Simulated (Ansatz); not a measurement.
Property card for LiCu

All numbers below come from DFT PBE, scalar-relativistic, plane waves, PAW (Ansatz).

Settings: cutoff 420 eV, Γ-centred mesh 20×20×16 on the computed 2-atom cell, Gaussian smearing of 0.10 eV; no spin polarisation.

The structure is relaxed at this level of theory with its symmetry kept, and needn't be the ground state of this composition.

```xyz
2
Lattice="2.5788 0.0000 0.0000 0.0000 2.5788 0.0000 0.0000 0.0000 3.8790" Properties=species:S:1:pos:R:3 pbc="T T T"
Li    1.2894    1.2894    1.9395
Cu    0.0000    0.0000    0.0000
```

```json
{"Space group": "P4/mmm (No. 123)", "Volume per atom": "12.90 Å³", "Formation energy from the elements' standard states (uncorrected)": "-0.021 eV/atom", "Kohn–Sham band gap": "none (metal)", "Density of states at the Fermi level": "0.7 states/eV per cell", "Bulk modulus": "53 GPa", "Its pressure derivative": "4.2", "Bader charge by site (e)": "Li (1 in the cell) 0.82, Cu (1 in the cell) -0.82"}
```

The cell was found from a structure generator's guess, not taken from experiment.
